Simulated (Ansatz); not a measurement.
The start is a generated cell, La placed in the dhcp structure type. The structure is fully relaxed (lattice and positions, P = 0) with PBE (plane waves to 420 eV, PAW, scalar-relativistic; Ansatz, a program for electronic structure). First-step values are on the input's coarse k-mesh.

Ansatz input (later rounds restart from its end on a renewed k-mesh):
Ansatz 0.2 input:
```yaml
crystal:
  lattice:
    - [3.7700001, 0, 0]
    - [-1.885, 3.2649159, 0]
    - [0, 0, 12.13]
  atoms:
    - { symbol: La, position: [0, 0, 0] }
    - { symbol: La, position: [0, 0, 0.5] }
    - { symbol: La, position: [0.33333333, 0.66666667, 0.25] }
    - { symbol: La, position: [0.66666667, 0.33333333, 0.75] }
basis: { ecutwfc: 420, ecutrho_ratio: 4, xc_grid: 2, fft_grid_basis: typed }
kpoints: { mp_grid: { grid: [10, 10, 3] } }
hamiltonian:
  xc: pbe
  dispersion: none
  pseudopotentials: { azcp: { folder: ./paw }, kind: paw }
scf: { occupations: { method: fermi_dirac, width: 0.05 } }
relax: { f_tol: 0.01, max_steps: 100, cell: { stress_tol: 0.02 } }
output: { forces: true, stress: true }
```

By how much does the energy per atom fall from start to end?

Under 0.01 eV/atom.

The space group stays P6₃/mmc (No. 194) (the run could not lower it); the end is AFLOW prototype A_hP4_194_ac (A3', as in La), with 4 atoms in the primitive cell. Final values are on a 14×14×4 k-mesh of the relaxed cell. No spin polarisation in the result.

The run could not lose the symmetry of its start; a randomly shaken copy of 4 atoms returns to this structure.

All atoms sit on sites fixed by symmetry, so only the cell could relax.
